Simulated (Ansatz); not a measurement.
HfW2:
Space group Fd-3m, origin choice 1 (No. 227); a = b = c = 7.5859 Å, α = β = γ = 90.00°

| atom | site | symmetry | x | y | z |
|---|---|---|---|---|---|
| Hf | 8a | -43m | 0.0000 | 0.0000 | 0.0000 |
| W | 16d | .-3m | 0.6250 | 0.6250 | 0.6250 |
(The calculation used a cell of 6 atoms; values per cell refer to that cell.)

Relaxed with r²SCAN.

Tabulate the valence density and the electron localisation function along the shortest Hf–W contact (3.15 Å), r²SCAN in the plane-wave PAW code Ansatz.



| distance from Hf (Å) | density (e/Å³) | ELF |
|---|---|---|
| 0.31 | 23.17 | 0.83 |
| 0.47 | 13.59 | 0.84 |
| 0.63 | 6.48 | 0.79 |
| 0.79 | 2.58 | 0.60 |
| 0.94 | 0.94 | 0.32 |
| 1.10 | 0.40 | 0.14 |
| 1.26 | 0.25 | 0.13 |
| 1.42 | 0.22 | 0.23 |
| 1.57 | 0.22 | 0.33 |
| 1.73 | 0.24 | 0.29 |
| 1.89 | 0.29 | 0.20 |
| 2.04 | 0.41 | 0.16 |
| 2.20 | 0.78 | 0.26 |
| 2.36 | 1.77 | 0.52 |
| 2.52 | 3.41 | 0.69 |
| 2.67 | 4.96 | 0.67 |
| 2.83 | 5.26 | 0.39 |

The density is the valence pseudo-density with augmentation charge, so density and ELF within about 1 Å of a nucleus are not all-electron values.

The workflow started from an entry of the Crystallography Open Database (COD). Its standing as an ambient phase is unchecked. The r²SCAN relaxation kept the symmetry of its start; its stability against distortions is not shown here. No spin polarisation was allowed. Spin–orbit coupling is left out wherever it is not named.

Potentials: the later of the program's two PAW sets.
